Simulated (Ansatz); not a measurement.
MnCl2 (R-3m): the volume from the results

The reference geometry is a structure as deposited in COD (the entry's cell lengths or inner coordinates differ somewhat from later room-temperature determinations); nothing is relaxed.

Settings: PBEsol, 9×9×9 k mesh, Fermi–Dirac smearing of 0.08 eV. PAW means Ansatz 0.2.0 on its default frozen-core files. Site moments are integrated in spheres about the atoms.

The run was typed so:

```yaml
crystal:
  lattice:
    - [1.843, 1.0640565461, 5.8233333333]
    - [-1.843, 1.0640565461, 5.8233333333]
    - [0.0, -2.1281130922, 5.8233333333]
  atoms:
    - { symbol: Mn, position: [0.0, 0.0, 0.0], spin: 4.0 }
    - { symbol: Cl, position: [0.25, 0.25, 0.25] }
    - { symbol: Cl, position: [0.75, 0.75, 0.75] }
magnetization:
  spin_polarized: true
kpoints:
  mp_grid: { grid: [9, 9, 9] }
scf:
  occupations: { method: fermi_dirac, width: 0.08 }
  lower_state_search: "off"
hamiltonian:
  xc: pbesol
  pseudopotentials: { kind: paw }
output:
  forces: true
  stress: true
  eigenvalues: true
  populations: true
```

Command: `ansatz run input.yaml --threads 2 --pin off --max-ram 6144MiB --backend cpu --events-out ev --progress --plain --runs-dir out`

The cell is scaled evenly, and every run starts from the same moments. Some of the runs:

```
V/V₀  cell moment (μB)  largest site moment (μB)  F − F(V₀) (meV/atom)  pressure (GPa)
 0.7              4.59                      3.76                   355            25.7
0.76              4.96                      4.09                   167            17.7
   1              5.00                      4.40                     0            -3.3
```

Question: Another run of the series gave cell moment (μB) = 5.00, largest site moment (μB) = 4.49, F − F(V₀) (meV/atom) = 90, pressure (GPa) = -6.8. At which V/V₀ was it made?
A. 1.2
B. 1.06
C. 0.94
D. 0.82
E. 0.88
F. 1.12

Answer: F. V/V₀ = 1.12.

Question: Another run of the series gave cell moment (μB) = 5.00, largest site moment (μB) = 4.34, F − F(V₀) (meV/atom) = -17, pressure (GPa) = -0.4. At which V/V₀ was it made?
A. 0.94
B. 1.12
C. 0.88
D. 1.06
E. 0.82
F. 1.2

Answer: A. V/V₀ = 0.94.

The whole series:

```tsv
V/V₀	cell moment (μB)	largest site moment (μB)	F − F(V₀) (meV/atom)	pressure (GPa)
0.7	4.59	3.76	355	25.7
0.76	4.96	4.09	167	17.7
0.82	5.00	4.20	52	9.6
0.88	5.00	4.28	-4	3.7
0.94	5.00	4.34	-17	-0.4
1	5.00	4.40	0	-3.3
1.06	5.00	4.45	38	-5.4
1.12	5.00	4.49	90	-6.8
1.2	5.00	4.54	176	-8.0
```

The PAW files were made with PBE; the program remakes their cores once for the run's functional and then keeps them frozen. Under strong compression frozen cores are worth checking against an all-electron run. The Ansatz runs typed with the search for lower states off end where their start leads. None of this fixes the real material's magnetic order: only patterns that fit the cell were computed, without spin fluctuations and on one mesh and smearing, with a functional that can overstate moments.
